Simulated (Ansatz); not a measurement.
CdO (rock salt), relaxed and computed with several functionals in Ansatz (plane waves, PAW).

| functional | a (Å) | gap (eV) | B₀ by P(V) fit (GPa) |
|---|---|---|---|
| HSE06 | 4.706 | 0.90 | 145 |
| PBE | 4.768 | none | 126 |
| PBEsol | 4.690 | none | 145 |

All cells were relaxed under the symmetry of their starts (and spin orders); stability against distortions was not tested throughout. Scalar-relativistic: spin–orbit coupling is off unless named, which matters more the heavier the elements.

Potentials: the later of the program's two PAW sets.

Ansatz (a program for electronic structure) is a plane-wave DFT program.
